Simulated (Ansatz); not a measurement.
This guess for CaAlPdC₆N₆ is about to be relaxed.

```
Ca Al Pd C N
1.0
     0.00000    5.07500    5.07500
     5.07500    0.00000    5.07500
     5.07500    5.07500    0.00000
Ca Al Pd C N
1 1 1 6 6
Direct
  0.75000 0.75000 0.75000
  0.00000 0.00000 0.00000
  0.50000 0.50000 0.50000
  0.81527 0.18473 0.18473
  0.18473 0.18473 0.81527
  0.81527 0.18473 0.81527
  0.18473 0.81527 0.81527
  0.81527 0.81527 0.18473
  0.18473 0.81527 0.18473
  0.70000 0.30000 0.30000
  0.30000 0.30000 0.70000
  0.70000 0.30000 0.70000
  0.30000 0.70000 0.70000
  0.70000 0.70000 0.30000
  0.30000 0.70000 0.30000
```

These are results of DFT PBE, scalar-relativistic, plane waves, PAW (Ansatz), not measurements. Cutoff 420 eV, Gaussian smearing, Γ-centred meshes. Cell and atoms relax first on a coarse mesh and then on a finer one. In between, the cell is made exact in the group found at 0.06 Å. In metals the finer mesh still leaves noise of several meV/atom or more. The steps can't lower the symmetry of their start. Collinear spin is switched on along the way, since trial moments persisted in a coarse test.

A guess keeps its type if space group and coordination stay and the shape of the cell changes little (axis ratios within about 15 %, angles within 6°); the volume may change.

Task: Will the relaxed cell still be of the starting type?

Result: It keeps its type. The symmetry stays F-43m (No. 216). The volume per atom grows by 26.0 %, from 17.4 to 22.0 Å³. The shortest distance stays 1.17 Å (C–N). Counting neighbours within 15 % of an atom's shortest distance, the start has Al 6, C 1, Ca 24, N 1, Pd 6 and the end Al 6, C 1, Ca 24, N 1, Pd 6.

The last run used collinear spin, a 6×6×6 mesh for its 15-atom cell and Gaussian smearing of 0.10 eV. Another magnetic order may lie lower. A structure relaxed within its symmetry needn't be a true minimum.
